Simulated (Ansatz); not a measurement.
The guess for CdCuC4N4 was made by a generator: two interpenetrating cyanide-bridged diamond nets (P-43m, No. 215). Lengths were set from tabulated atomic sizes, so they are only a guess.

```cif
data_structure
_symmetry_space_group_name_H-M 'P-43m'
_symmetry_Int_Tables_number 215
_cell_length_a 5.9865
_cell_length_b 5.9865
_cell_length_c 5.9865
_cell_angle_alpha 90.000
_cell_angle_beta 90.000
_cell_angle_gamma 90.000
_cell_volume 214.55
loop_
_atom_site_label
_atom_site_type_symbol
_atom_site_symmetry_multiplicity
_atom_site_Wyckoff_symbol
_atom_site_fract_x
_atom_site_fract_y
_atom_site_fract_z
_atom_site_occupancy
Cd1 Cd 1 b 0.50000 0.50000 0.50000 1
Cu1 Cu 1 a 0.00000 0.00000 0.00000 1
C1 C 4 e 0.18488 0.18488 0.18488 1
N1 N 4 e 0.29771 0.29771 0.29771 1
```

Computed with DFT PBE, scalar-relativistic, plane waves, PAW in Ansatz. Cutoff 420 eV, Gaussian smearing, Γ-centred meshes. Cell and atoms relax first on a coarse mesh and then on a finer one. In between, the cell is made exact in the group found at 0.06 Å. In metals the finer mesh still leaves noise of several meV/atom or more. The steps can't lower the symmetry of their start. Collinear spin, starting moments Cu 1.0 μB.

A guess keeps its type if space group and coordination stay and the shape of the cell changes little (axis ratios within about 15 %, angles within 6°); the volume may change.

Q: Will the relaxed cell still be of the starting type?

A: It keeps its type. The symmetry stays P-43m (No. 215). The volume per atom grows by 6.9 %, from 21.5 to 22.9 Å³. The shortest distance stays 1.17 Å (C–N). Counting neighbours within 15 % of an atom's shortest distance, the start has C 1, Cd 4, Cu 4, N 1 and the end C 1, Cd 4, Cu 4, N 1.

Energies over the elements count from the elements' standard structures at the same level (N₂ as a molecule), with no fitted energy shifts.

Q: At what energy does it end?

A: +0.52 eV/atom. The separate elements lie lower, so it is unstable against them.

The last run used collinear spin, a 6×6×6 mesh for its 10-atom cell and Gaussian smearing of 0.10 eV. In such compounds of Cu a zero gap at this level may well be an artefact, since no Hubbard U is applied. The reference form of C is held partly by dispersion forces, which this level lacks. The magnetic state reached may not be the lowest. A structure relaxed within its symmetry needn't be a true minimum.
